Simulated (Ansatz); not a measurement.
MnZn3, first-principles data

MnZn3:
```yaml
crystal:
  lattice:
    - [3.80945, 0.00000, 0.00000]
    - [0.00000, 3.80945, 0.00000]
    - [0.00000, 0.00000, 3.80945]
  atoms:
    - { symbol: Mn, position: [0.00000, 0.00000, 0.00000] }
    - { symbol: Zn, position: [0.00000, 0.50000, 0.50000] }
    - { symbol: Zn, position: [0.50000, 0.00000, 0.50000] }
    - { symbol: Zn, position: [0.50000, 0.50000, 0.00000] }
```
The run is spin-polarised; directions of the spins, atom by atom: ↑ 0 0 0.

Space group Pm-3m (No. 221), Cu3Au type; conventional cell a = 3.809 Å, b = 3.809 Å, c = 3.809 Å, α = 90.00°, β = 90.00°, γ = 90.00°.

Method: plane-wave PAW r²SCAN (Ansatz code). The cell and atoms are relaxed at this level. Other levels are named where they apply.

**Cell and energy**

```yaml
volume_per_atom: 13.82 Å³
density: 7.54 g/cm³
Formation energy from the elements (no fitted shifts): -0.091 eV/atom
```

**Electronic structure**

```yaml
electronic_character: metallic (no gap)
Density of states at the Fermi level: 0.49 states/eV per atom (mean over ±0.08 eV)
```

**Magnetism**

```yaml
magnetic_order: ferromagnetic
net_moment: 0.81 μB per atom
```

**Mechanics**

```yaml
Bulk modulus (Birch–Murnaghan fit): 97.6 GPa
Pressure derivative B′: 5.1
```

**Charges**

```yaml
bader_charges: Mn +0.44, Zn -0.15 e
```

The workflow started from an entry of the Crystallography Open Database (COD). Whether it is the stable phase at ambient conditions was not checked. The r²SCAN relaxation kept the symmetry of its start; its stability against distortions is not shown here. Magnetic state: ferromagnetic, the only order run, not a proven ground state. The cell computed holds one magnetic atom, so no antiferromagnetic order was within reach. Other orbital occupations within this spin state were not tried. For itinerant 3d metals, meta-GGAs of the SCAN family and hybrids are commonly reported to give too large moments. The references are the lowest solids computed at this level, not always the standard phases. The manganese reference at this level is a Cmcm phase, not α-Mn.

Potentials: the later of the program's two PAW sets.
